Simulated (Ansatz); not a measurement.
This run works on a generated trial structure, not on a known crystal.

Input and command of a plane-wave DFT calculation in Ansatz:

```yaml
crystal:
  lattice:
    - [2.7902817041, -5.3686532839, 0.0]
    - [2.7902817041, 5.3686532839, 0.0]
    - [0.0, 0.0, 4.8084281922]
  atoms:
    - { symbol: In, position: [0.784392289, 0.215607711, 0.0] }
    - { symbol: In, position: [0.215607711, 0.784392289, 0.0] }
    - { symbol: B, position: [0.0, 0.0, 0.0] }
    - { symbol: As, position: [0.0, 0.0, 0.5] }
    - { symbol: As, position: [0.5, 0.5, 0.5] }
    - { symbol: As, position: [0.5, 0.5, 0.0] }
basis:
  ecutwfc: 420
kpoints:
  mp_grid: { grid: [8, 8, 8] }
hamiltonian:
  xc: pbe
scf:
  occupations: { method: gaussian, width: 0.1 }
output:
  forces: true
  stress: true
  eigenvalues: true
  write_density: true
  write_potential: true
  elf: true
  volumetric_format: npy
relax:
  adjacent_minimum: "off"
  f_tol: 0.01
  max_steps: 80
  cell: { stress_tol: 0.05 }
```

```bash
ansatz run input.yaml --threads 1 --pin off --max-ram 2560MiB --backend cpu --events-out ev --progress --plain --runs-dir out
```

Processor: Intel(R) Xeon(R) Processor @ 2.50GHz (Skylake/Cascade Lake), 1 thread, on a host shared with other jobs.

Question: Estimate time, memory and problem size.

Answer: About 20 min, peak memory 0.84 GiB. It solves 45 bands at 105 k points (after reduction by symmetry) with about 3105 plane waves (on the last cell), in 77 SCF iterations over 13 ionic steps.
